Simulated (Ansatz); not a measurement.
**Band table of Co (hcp type)**

```
CELL_PARAMETERS angstrom
2.45706 0.00000 0.00000
-1.22853 2.12788 0.00000
0.00000 0.00000 3.96915
ATOMIC_POSITIONS crystal
Co 0.33333 0.66667 0.25000
Co 0.66667 0.33333 0.75000
```

The base cell comes from a relaxation on PAW files under the same functional.

All numbers are PBEsol results (scalar-relativistic) from Ansatz 0.2.0, with a Γ-centred 20×20×11 k mesh, Fermi–Dirac smearing of 0.05 eV, spin-polarised from start moments Co1 1.7, Co2 1.7 μB. Methods: PAW: frozen-core files, cutoff 420 eV.

This run: the series' base cell.

The magnetic state is the one reached from the start moments; other orders weren't searched. The PAW files were made under PBE.

Path points, in fractions of the reciprocal vectors: Γ (0.000, 0.000, 0.000), M (0.500, 0.000, 0.000), K (0.333, 0.333, 0.000), A (0.000, 0.000, 0.500), L (0.500, 0.000, 0.500), H (0.333, 0.333, 0.500). Levels in eV from the Fermi level, spin up; bands 9 to 21, counted from the lowest band of the run. The gap is zero, the pressure 0.00 GPa.

```
# k(1/Å) point b9 b10 b11 b12 b13 b14 b15 b16 b17 b18 b19 b20 b21
0.000 Γ -9.33 -5.41 -2.66 -2.64 -2.64 -2.30 -2.30 -1.92 -1.92 -0.71 -0.71 -0.24 6.72
0.369 - -8.77 -5.08 -3.05 -2.46 -2.45 -2.37 -2.27 -2.08 -2.06 -1.86 -0.65 1.81 6.80
0.738 - -7.26 -4.56 -3.67 -3.39 -2.64 -2.42 -2.19 -1.66 -1.65 -1.44 -0.54 4.53 7.14
1.107 - -5.58 -4.74 -4.43 -3.13 -2.71 -2.46 -2.39 -0.90 -0.75 -0.48 -0.41 6.41 7.57
1.476 M -5.00 -4.98 -4.68 -2.82 -2.66 -2.57 -2.20 -0.57 -0.46 -0.41 1.40 3.49 9.92
1.689 - -4.89 -4.87 -4.66 -2.85 -2.84 -2.59 -2.19 -0.56 -0.52 -0.51 1.68 3.66 10.17
1.903 - -4.60 -4.59 -4.58 -3.24 -2.94 -2.68 -2.12 -0.74 -0.60 -0.58 2.44 4.09 10.59
2.116 - -4.53 -4.28 -4.25 -3.64 -2.99 -2.80 -2.00 -0.90 -0.67 -0.67 3.53 4.70 7.80
2.329 K -4.52 -4.11 -4.11 -3.82 -2.93 -2.93 -1.92 -0.83 -0.83 -0.70 4.61 5.50 5.50
2.755 - -4.63 -4.44 -4.07 -4.03 -3.03 -2.54 -2.21 -1.29 -0.64 -0.55 1.19 7.74 8.51
3.181 - -6.63 -4.27 -3.88 -3.75 -2.75 -2.59 -2.12 -1.82 -1.28 -0.87 -0.59 5.49 7.42
3.607 - -8.59 -4.98 -3.13 -2.63 -2.46 -2.27 -2.27 -2.22 -1.95 -1.85 -0.64 2.21 6.84
4.034 Γ -9.33 -5.41 -2.66 -2.64 -2.64 -2.30 -2.30 -1.92 -1.92 -0.71 -0.71 -0.24 6.72
4.231 - -9.17 -5.44 -2.70 -2.69 -2.69 -2.34 -2.34 -1.81 -1.81 -0.83 -0.72 -0.72 7.63
4.429 - -8.69 -5.62 -2.82 -2.75 -2.75 -2.46 -2.46 -1.95 -1.57 -1.57 -0.76 -0.76 9.76
4.627 - -7.94 -6.14 -2.96 -2.77 -2.77 -2.76 -2.60 -2.60 -1.30 -1.30 -0.87 -0.87 12.45
4.825 A -7.01 -7.01 -3.01 -3.01 -2.71 -2.71 -2.71 -2.71 -1.05 -1.05 -1.05 -1.05 15.39
5.194 - -6.55 -6.55 -3.30 -3.30 -2.72 -2.72 -2.50 -2.50 -1.07 -1.07 -0.84 -0.84 15.76
5.563 - -5.56 -5.56 -3.59 -3.59 -2.70 -2.70 -2.03 -2.03 -1.04 -1.04 -0.34 -0.34 14.82
5.932 - -5.22 -5.22 -3.80 -3.80 -1.80 -1.80 -1.64 -1.64 -0.71 -0.71 0.50 0.50 10.11
6.301 L -5.24 -5.24 -3.91 -3.91 -1.78 -1.78 -1.02 -1.02 -0.47 -0.47 1.57 1.57 7.60
6.515 - -5.13 -5.13 -3.84 -3.84 -2.01 -2.01 -1.17 -1.17 -0.56 -0.56 2.13 2.13 7.65
6.728 - -4.81 -4.81 -3.68 -3.68 -2.55 -2.55 -1.52 -1.52 -0.60 -0.60 3.34 3.34 7.80
6.941 - -4.39 -4.39 -3.62 -3.62 -2.99 -2.99 -1.80 -1.80 -0.63 -0.63 4.77 4.77 7.90
7.154 H -4.01 -4.01 -3.89 -3.89 -3.05 -3.05 -1.88 -1.88 -0.66 -0.66 5.87 5.87 7.53
7.580 - -4.60 -4.60 -3.48 -3.48 -3.00 -3.00 -1.95 -1.95 -0.51 -0.51 2.56 2.56 10.65
8.006 - -5.20 -5.20 -3.53 -3.53 -3.03 -3.03 -1.96 -1.96 -0.77 -0.77 -0.02 -0.02 15.01
8.432 - -6.40 -6.40 -3.36 -3.36 -2.75 -2.75 -2.42 -2.42 -1.08 -1.08 -0.78 -0.78 15.88
8.859 A -7.01 -7.01 -3.01 -3.01 -2.71 -2.71 -2.71 -2.71 -1.05 -1.05 -1.05 -1.05 15.39
```
